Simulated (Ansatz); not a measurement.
This cell of ZnSe (zinc blende) is off equilibrium:

```yaml
crystal:
  lattice:
    - [0.00000, 5.73301, 5.73301]
    - [2.86650, 0.00000, 2.86650]
    - [2.86650, 2.86650, 0.00000]
  atoms:
    - { symbol: Se, position: [0.37500, 0.71236, 0.77430] }
    - { symbol: Se, position: [0.87500, 0.78764, 0.72570] }
    - { symbol: Zn, position: [0.00000, 0.96068, 0.02539] }
    - { symbol: Zn, position: [0.50000, 0.03932, 0.97461] }
```

Level of theory: PBE (plane waves to 420 eV, PAW, scalar-relativistic; Ansatz, a first-principles code). k mesh 5×10×10 (Γ-centred), Fermi-Dirac smearing 0.05 eV. Stress and pressure are positive under compression. ZnSe was relaxed with its symmetry unable to fall.

### Question
What forces act on the atoms (eV/Å, Cartesian)?

### Answer
```
atom      Fx      Fy      Fz
----  ------  ------  ------
Se1    1.090  -1.206   1.485
Se2    0.057   0.577  -1.022
Zn3   -0.113  -0.477   0.868
Zn4   -1.035   1.106  -1.331
```

### Question
What is the stress tensor (GPa)?

### Answer
```
    2.9     -1.1      0.9
   -1.1      2.3     -1.7
    0.9     -1.7      1.3
```
The pressure, a third of the trace, is 2.2 GPa.

(For displaced atoms, the force is minus the slope of the energy, and its curvature is a force constant, which sets phonon frequencies.)
